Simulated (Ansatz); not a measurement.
LaSi2Ru2:
```
LaSi2Ru2
1.0
   -2.11456     2.11456     5.00069
    2.11456    -2.11456     5.00069
    2.11456     2.11456    -5.00069
La Si Ru
1 2 2
Direct
  0.00000   0.00000   0.00000
  0.64165   0.64165   0.00000
  0.35835   0.35835   0.00000
  0.25000   0.75000   0.50000
  0.75000   0.25000   0.50000
```

Relaxed with r²SCAN. Special points in fractions of this cell's reciprocal vectors: Γ (0.000, 0.000, 0.000); X (0.000, 0.000, 0.500); P (0.250, 0.250, 0.250); N (0.000, 0.500, 0.000); M (0.500, 0.500, -0.500); S (0.295, 0.705, -0.295); S0 (-0.295, 0.295, 0.295); R (-0.089, 0.089, 0.500); G (0.500, 0.500, -0.089).

Q: List the band energies nearest the Fermi level at these points for r²SCAN (plane waves, PAW; program Ansatz).

A: In eV from the Fermi level; about four levels below and three above (degenerate sets whole), none deeper than 8.9 eV; points with the same levels are listed once.

| k | below | above |
|---|---|---|
| Γ | -0.54 -0.54 -0.51 -0.30 -0.08 | 1.33 2.17 2.17 |
| X | -1.81 -0.86 -0.82 -0.81 | 0.15 1.78 1.83 |
| P | -0.83 -0.83 -0.32 -0.32 | 1.82 1.82 2.45 |
| N | -1.99 -1.78 -0.94 -0.44 | 1.06 2.14 2.69 |
| M | -2.49 -2.38 -2.38 -0.43 | 0.47 0.47 1.33 |
| S | -2.00 -1.62 -1.54 -1.52 | 1.20 1.29 1.37 |
| R | -2.15 -1.92 -1.50 -0.86 | 0.05 0.09 1.79 |

Space group I4/mmm. The workflow started from a Materials Project entry (that database holds measured and hypothetical structures alike); the Crystallography Open Database files this formula in space group No. 139, but the cells were not matched. Its standing as an ambient phase is unchecked. Symmetry was held in the r²SCAN relaxation; its stability against distortions is not shown here. No spin polarisation was allowed. Scalar-relativistic: spin–orbit coupling is off unless named, which matters more the heavier the elements.

Potentials: the earlier of the program's two PAW sets.
